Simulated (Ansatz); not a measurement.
This run works on a proposed trial structure, not on a known crystal.

Input and command of a plane-wave DFT calculation in Ansatz:

```yaml
crystal:
  lattice:
    - [4.3395324585, -0.0668332713, 0.0650953218]
    - [-0.0668332713, 4.2832949032, -0.0289668892]
    - [0.1913202651, -0.0851359631, 12.4876593761]
  atoms:
    - { symbol: Al, position: [0.5222777308, 0.0045816219, 0.8698806069] }
    - { symbol: Al, position: [-0.0231689743, 0.4667003615, 0.1364486076] }
    - { symbol: Ga, position: [1.0482647848, 0.486113556, 0.625783664] }
    - { symbol: Ga, position: [-0.0205162654, -0.0101902545, 0.4938355154] }
    - { symbol: Ga, position: [0.5134933023, 0.0120069872, 0.3775722212] }
    - { symbol: Sb, position: [0.5180363512, 0.5197032065, 0.2529893638] }
    - { symbol: Sb, position: [0.4744882845, 0.4971277403, 0.7504339447] }
    - { symbol: Sb, position: [-0.0328752139, 0.0239567812, 0.9930560764] }
basis:
  ecutwfc: 420
kpoints:
  mp_grid: { grid: [6, 6, 2] }
hamiltonian:
  xc: pbe
scf:
  occupations: { method: gaussian, width: 0.2 }
  lower_state_search: "off"
output:
  forces: true
  stress: true
  eigenvalues: true
relax:
  adjacent_minimum: "off"
  f_tol: 0.025
  max_steps: 60
  cell: { stress_tol: 0.25 }
```

```bash
ansatz run input.yaml --threads 1 --pin off --max-ram 2560MiB --backend cpu --events-out ev --progress --plain --runs-dir out
```

Processor: Arm Neoverse V2, 1 thread, on a host shared with other jobs.

How long does it run, and how much memory does it take?

About 3.8 min, peak memory 0.66 GiB. It solves 54 bands at 40 k points (after reduction by symmetry) with about 4519 plane waves (on the last cell), in 33 SCF iterations over 5 ionic steps.
